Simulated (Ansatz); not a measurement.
**Ti3Al: do energies and stresses tell the same story?**

Computed with DFT r2SCAN, scalar-relativistic, plane waves, PAW (Ansatz).

Settings: cutoff 500 eV, Γ-centred mesh 12×12×12 on the computed 4-atom cell, Gaussian smearing of 0.10 eV; collinear spin from starting moments 0.3 0.3 1.5 0 μB.

Relaxed cell: Fm-3m, a = 6.461 Å, b = 6.461 Å, c = 6.461 Å, α = 90.00°, β = 90.00°, γ = 90.00°, 4 atoms in the primitive cell. Whether it is the stable form of this composition wasn't checked.

Energies at zero smearing and pressures from the stress tensor, at volumes with shape and atoms relaxed:
| V (Å³/atom) | E − E(first) (meV/atom) | P (GPa) |
| --- | --- | --- |
| 14.832 | 0.00 | 18.45 |
| 15.338 | -49.11 | 12.81 |
| 15.844 | -81.60 | 7.91 |
| 16.349 | -99.70 | 3.67 |
| 16.855 | -105.35 | 0.00 |
| 17.360 | -100.19 | -3.18 |
| 17.866 | -85.68 | -5.94 |
| 18.540 | -53.94 | -9.03 |

Problem. Check P = −dE/dV between neighbouring volumes, and get the bulk modulus from the pressures alone.

Solution. With 1 eV/Å³ = 160.2 GPa:
```json
{"middle V (Å³/atom)": "15.085", "−ΔE/ΔV (GPa)": "15.562", "mean P (GPa)": "15.627"}
{"middle V (Å³/atom)": "15.591", "−ΔE/ΔV (GPa)": "10.293", "mean P (GPa)": "10.359"}
{"middle V (Å³/atom)": "16.096", "−ΔE/ΔV (GPa)": "5.736", "mean P (GPa)": "5.793"}
{"middle V (Å³/atom)": "16.602", "−ΔE/ΔV (GPa)": "1.791", "mean P (GPa)": "1.836"}
{"middle V (Å³/atom)": "17.108", "−ΔE/ΔV (GPa)": "-1.635", "mean P (GPa)": "-1.592"}
{"middle V (Å³/atom)": "17.613", "−ΔE/ΔV (GPa)": "-4.599", "mean P (GPa)": "-4.560"}
{"middle V (Å³/atom)": "18.203", "−ΔE/ΔV (GPa)": "-7.542", "mean P (GPa)": "-7.483"}
```

The two differ by 0.07 GPa at most. The mean of two end pressures misses the average over a step by about ΔV² P″/12, up to 0.07 GPa here; with that taken off 0.01 GPa remains. The largest site moment goes from 1.23 to 1.45 μB along the series, which bends P(V). Around V = 16.855 Å³/atom, the two neighbours give B = −V ΔP/ΔV = 16.855 × 6.86 / 1.011 = 114.3 GPa, against B0 = 113.7 GPa from the Birch–Murnaghan fit of the energies.

The state reached may not be the lowest one.

Only this magnetic start was tried.